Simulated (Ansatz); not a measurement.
## Ba₂TeS (ordering on rocksalt) by several functionals

All numbers come from Ansatz 0.2.0. These are computed values for a non-magnetic cell that may be hypothetical; none is a measurement.

An ordered 4-atom cell of Ba₂TeS on the rocksalt lattice (P4/mmm), relaxed with r2SCAN. It is tetragonal, P4/mmm (No. 123); conventional cell a = 4.793 Å, c = 6.784 Å, 38.96 Å³ an atom. S has 6 Ba at 3.39 Å; Ba has 4 Te at 3.39 Å and 2 S at 3.39 Å; Te has 6 Ba at 3.39 Å; Ba has 4 S at 3.39 Å and 2 Te at 3.39 Å.

```
S Ba Te
1.0
     4.79268    0.00000    0.00000
     0.00000    4.79268    0.00000
     0.00000    0.00000    6.78397
S Ba Te
1 2 1
Cartesian
  0.0000 0.0000 0.0000
  0.0000 0.0000 3.3920
  2.3963 2.3963 0.0000
  2.3963 2.3963 3.3920
```

Relaxed lattice by functional, symmetry kept:
```json
{"functional": "PBE", "k mesh": "6×6×4", "a (Å)": "4.796", "c (Å)": "6.789", "volume (Å³/atom)": "39.04"}
{"functional": "r2SCAN", "k mesh": "6×6×4", "a (Å)": "4.793", "c (Å)": "6.784", "volume (Å³/atom)": "38.96"}
```

On this one geometry the levels give:
```tsv
level	k mesh	gap (eV)	kind	edges	least direct gap (eV)	rough cost
PBE	6×6×4	1.79	direct	Γ	1.79	17 core-seconds
PBE+SOC	6×6×4	1.55	direct	Γ	1.55	70 core-seconds
r2SCAN	6×6×4	2.14	direct	Γ	2.14	22 core-seconds
HSE06	4×4×4	2.54	direct	Γ	2.54	6 core-minutes
PBE0	4×4×4	3.21	direct	Γ	3.21	7 core-minutes
G0W0@PBE (465 empty bands, 120 eV, 4×4×2)	4×4×2	2.83	–	Γ (mesh)	–	10 core-minutes
```
PBE: smearing of 0.02 eV; the others have fixed occupations.
Wave cutoffs: 420 eV, 500 eV (r2SCAN).
The G0W0 gap is PBE's gap over the path plus the quasiparticle shift read on the mesh. No extrapolation in bands, cutoff or mesh was made for G0W0.
Costs come from shared machines and give only the order; PBE's includes the band path.

With HSE06 the gap is 2.54 eV and direct, at Γ. Spin-orbit coupling changes the PBE gap by -0.24 eV, to 1.55 eV.

Taking G0W0@PBE (465 empty bands, 120 eV, 4×4×2), 2.83 eV, as the yardstick (a computed one, not at the basis limit), HSE06 comes nearest, -0.29 eV off, at about 17 times r2SCAN's cost; G0W0 itself took about 26 times r2SCAN's cost. The others: PBE0 +0.38, r2SCAN -0.69, PBE -1.04 eV. The yardstick's own error is a tenth of an eV or more. r2SCAN covers 47 % of the step from PBE to HSE06, while HSE06 needs about 17 times r2SCAN's cost (on a coarser mesh). For gaps to 0.1 eV, spin-orbit coupling (up to 0.24 eV here) has to be included. Among these functionals the gap stays direct.

r2SCAN (ground state on 4×4×4): ε∞: 4.90 along x and y, 4.84 along z. Born charges, averaged over directions: S -2.65, Ba +2.51 to +2.53, Te -2.39 e.

Only the levels marked +SOC include spin-orbit coupling.

The meshes of the hybrids are coarse, so their gaps aren't converged to the digits shown.
